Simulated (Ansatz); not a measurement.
BiAu₂ squeezed and stretched

A database entry relaxed whole under r2SCAN (Fd-3m):

```
Bi Au
1.0
     0.00000    4.01322    4.01322
     4.01322    0.00000    4.01322
     4.01322    4.01322    0.00000
Bi Au
2 4
Direct
  0.00000 0.00000 0.00000
  0.25000 0.25000 0.25000
  0.62500 0.62500 0.62500
  0.12500 0.62500 0.62500
  0.62500 0.62500 0.12500
  0.62500 0.12500 0.62500
```

The cell was scaled uniformly, its shape held, and the atoms relaxed at each volume with plane-wave PAW DFT (Ansatz 0.2.0; r2SCAN, 500 eV, 7×7×7 Γ-centred mesh, fermi-dirac occupations of width 0.100 eV; no spin, no spin-orbit coupling). One row is withheld.

```json
{"volume (Å³/atom)": "20.253", "energy over the lowest (meV/atom)": "30.4", "pressure (GPa)": "8.10"}
{"volume (Å³/atom)": "20.684", "energy over the lowest (meV/atom)": "12.9", "pressure (GPa)": "5.05"}
{"volume (Å³/atom)": "21.115", "energy over the lowest (meV/atom)": "3.0", "pressure (GPa)": "2.36"}
{"volume (Å³/atom)": "21.546", "energy over the lowest (meV/atom)": "0.0", "pressure (GPa)": "0.00"}
{"volume (Å³/atom)": "21.977", "energy over the lowest (meV/atom)": "?", "pressure (GPa)": "?"}
{"volume (Å³/atom)": "22.407", "energy over the lowest (meV/atom)": "11.1", "pressure (GPa)": "-3.90"}
{"volume (Å³/atom)": "22.838", "energy over the lowest (meV/atom)": "23.9", "pressure (GPa)": "-5.50"}
```

Problem. Fit the pressures of the other rows to the third-order Birch-Murnaghan form.

Solution. With f = [(V₀/V)^(2/3) − 1]/2 and P = 3B₀f(1 + 2f)^(5/2)[1 + 3(B₀′ − 4)f/2], least squares gives V₀ = 21.55 Å³ an atom, B₀ = 111 GPa and B₀′ = 5.4; the rows miss the fit by less than 0.01 GPa. The slope of the energies differs from these pressures by less than 0.05 GPa.

Problem. What does the withheld row hold?

Solution. The fit gives -2.07 GPa at 21.977 Å³; the run gave -2.08 GPa and 2.9 meV an atom.

Caveats: the shape of the cell was held; 0 K, fixed nuclei; the symmetry was kept, and this need not be the phase that is stable at 0 K; one mesh for all volumes; pressure is positive in compression.
